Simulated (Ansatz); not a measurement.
# InSb3: stationary points along a deformation path

Computed with DFT PBE+D3(BJ), scalar-relativistic, plane waves, PAW (Ansatz 0.2.0). Cutoff 420 eV, Γ-centred 12×12×12 k-points, Gaussian smearing of 0.15 eV. No spin polarisation. Energies are free energies at this smearing, counted from the undisturbed cell; pressure is positive in compression.

Zero of the scan (relaxed at this level; with this scan's settings it stands at 0.2 GPa; it needn't be the usual structure):

```
In Sb
1.0
     0.00000    3.72792    3.72792
     3.72792    0.00000    3.72792
     3.72792    3.72792    0.00000
In Sb
1 3
Direct
  0.00000 0.00000 0.00000
  0.25000 0.25000 0.25000
  0.75000 0.75000 0.75000
  0.50000 0.50000 0.50000
```

At fixed volume and fractional coordinates, lengths along (0.000, 0.000, 1.000) are scaled against those across it; ρ is that ratio over its starting value. V = 25.904 Å³/atom. Δσ is the stress along the axis less the mean stress across it (compression positive).

```
    ρ  ΔE (meV/atom)  Δσ (GPa) space group
0.650          229.5     20.33       I4/mmm
0.707           99.2     10.37       I4/mmm
0.780           25.5      3.60       I4/mmm
0.850            9.8      0.57       I4/mmm
0.920            4.6      0.80       I4/mmm
0.960            0.9      0.51       I4/mmm
1.000            0.0      0.00        Fm-3m
1.050            2.5     -1.15       I4/mmm
1.100           11.3     -2.30       I4/mmm
1.200           31.1     -1.33       I4/mmm
1.300           40.7     -1.14       I4/mmm
1.414           47.7     -0.29       I4/mmm
1.500           45.7      0.85       I4/mmm
```

Task: How does the stress give the slope of the energy, and where is the energy stationary?

Result: Along the path d ln(length) is 2/3 d ln ρ on the axis and −1/3 d ln ρ across it, so dE/d ln ρ = −(2/3) V Δσ: the energy falls with ρ where Δσ is positive. Δσ vanishes or changes sign at ρ = 1.000 (Fm-3m), a minimum at 0.0 meV/atom; between ρ = 1.414 and 1.500, a maximum (near 1.44 by linear interpolation). Pairs of stationary points between two samples would go unseen, and could change a minimum read from distant neighbours into a maximum. At ρ = 1.000 the cell is cubic, where symmetry alone makes the stress isotropic and the slope zero.

Task: Which shear constant sets the curvature at ρ = 1?

Result: For a cubic crystal E/V = (2/3) C (ln ρ)² with C = C′ = (C11 − C12)/2, so Δσ = −2C ln ρ. The parabola of Δσ against ln ρ through ρ = 0.960, 1 and 1.050 gives C ≈ 8.8 GPa with the ions clamped, rough because the steps are large.

Task: Integrate that slope from ρ = 1 to 0.850 by the trapezoid rule.

Result: With V/N in Å³ and 1 eV/Å³ = 160.2 GPa the slopes at ρ = 1.000, 0.960, 0.920, 0.850 are 0, -55, -86, -61 meV/atom per unit of ln ρ. The steps add 1.1 + 3.0 + 5.8 = 10.0 meV/atom, against 9.8 from the energies; the trapezoid rule misses the curvature of the slope within each step.

In a metal these slopes depend on the k mesh and the smearing.

Cost: 13 runs of about 5.2 core-minutes in all, on Arm Neoverse V2 (shared hosts).